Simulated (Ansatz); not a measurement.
A generator proposed this cell of Si₄PI.

```cif
data_structure
_symmetry_space_group_name_H-M 'F-43m'
_symmetry_Int_Tables_number 216
_cell_length_a 8.0971
_cell_length_b 8.0971
_cell_length_c 8.0971
_cell_angle_alpha 90.000
_cell_angle_beta 90.000
_cell_angle_gamma 90.000
_cell_volume 530.86
loop_
_atom_site_label
_atom_site_type_symbol
_atom_site_symmetry_multiplicity
_atom_site_Wyckoff_symbol
_atom_site_fract_x
_atom_site_fract_y
_atom_site_fract_z
_atom_site_occupancy
Si1 Si 16 e 0.37809 0.12191 0.37809 1
P1 P 4 b 0.50000 0.00000 0.00000 1
I1 I 4 d 0.25000 0.25000 0.75000 1
```

All numbers below come from DFT PBE, scalar-relativistic, plane waves, PAW (Ansatz 0.2.0). Cutoff 420 eV; k points 4×4×4 on the computed 6-atom cell (Γ-centred); Gaussian smearing, width 0.10 eV; no spin polarisation.

The zero of energy is the elements' standard structures at the same level; no fitted shifts are applied. The references include black phosphorus.

**Question.** Estimate its pressure, forces and energy as it stands.

**Answer.** The pressure is -7.9 GPa (it wants to contract), the largest force is 0.19 eV/Å, and the energy is +1.00 eV/atom against the elements. The shortest distance is 2.79 Å.

**Question.** Is it a good guess?

**Answer.** A fair one: relaxing gains about 0.12 eV/atom (the start's value is from the coarse mesh, so the gain is rough) in 9 ionic steps and ends at +0.88 eV/atom on the finer mesh. The symmetry stays F-43m (No. 216). The volume per atom shrinks by 17.2 %, from 22.1 to 18.3 Å³. The shortest distance goes from 2.79 Å (Si–Si) to 2.65 Å (Si–Si). Conventional cell: a = 7.604 Å. Si has 6 Si at 2.65–2.72 Å, 3 P at 3.15 Å and 3 I at 3.16 Å; P has 12 Si at 3.15 Å and 4 I at 3.29 Å; around I lie 12 Si at 3.16 Å and 4 P at 3.29 Å.

The last run used an 8×8×8 mesh for its 6-atom cell and Gaussian smearing of 0.10 eV. Spin–orbit coupling, which can matter for I, is left out. The cell is a metal run without spin; a magnetic state may lie lower. The reference forms of I and P are held partly by dispersion forces, which this level lacks. The relaxation can't lower the symmetry of the start, and the grade says only how near the guess is to its own end. A structure relaxed within its symmetry needn't be a true minimum. Another cell of Si4PI relaxed alike, in P4/mmm, lies 0.45 eV/atom lower, so this cell isn't the stable form at this level.
